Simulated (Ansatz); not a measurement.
A generator proposed this cell of GeOs3.

```
CELL_PARAMETERS angstrom
3.97230 0.00000 0.00000
0.00000 3.97230 0.00000
0.00000 0.00000 3.97230
ATOMIC_POSITIONS crystal
Ge 0.00000 0.00000 0.00000
Os 0.50000 0.00000 0.50000
Os 0.00000 0.50000 0.50000
Os 0.50000 0.50000 0.00000
```

All numbers below come from DFT PBE, scalar-relativistic, plane waves, PAW (Ansatz). Plane waves to 420 eV, a k mesh through Γ of 4×4×4 on the computed 4-atom cell and Gaussian smearing (0.10 eV); no spin polarisation.

Energies over the elements count from the elements' standard structures at the same level, with no fitted energy shifts.

Question: What does a single point on this coarse mesh give?

Answer: The pressure is -17.0 GPa (it wants to contract), the largest force is 0.00 eV/Å (symmetry fixes the atoms), and the energy is +0.72 eV/atom against the elements. The shortest distance is 2.81 Å.

Question: How much does it gain on relaxing, and where does it end?

Answer: Relaxing gains under 0.1 eV/atom (the start's value is from the coarse mesh, so the gain is rough) in 10 ionic steps and ends at +0.64 eV/atom on the finer mesh. The symmetry stays Pm-3m (No. 221). The end has the Cu3Au (L1_2) type. The volume per atom shrinks by 6.9 %, from 15.7 to 14.6 Å³. The shortest distance goes from 2.81 Å (Ge–Os and Os–Os) to 2.74 Å (Ge–Os and Os–Os). Conventional cell: a = 3.879 Å. Ge has 12 Os at 2.74 Å; around Os lie 4 Ge at 2.74 Å and 8 Os at 2.74 Å.

The last run used a 12×12×12 mesh for its 4-atom cell and Gaussian smearing of 0.10 eV. Spin–orbit coupling, which can matter for Os, is left out. The cell is a metal run without spin; a magnetic state may lie lower. The relaxation can't lower the symmetry of the start. A structure relaxed within its symmetry needn't be a true minimum.
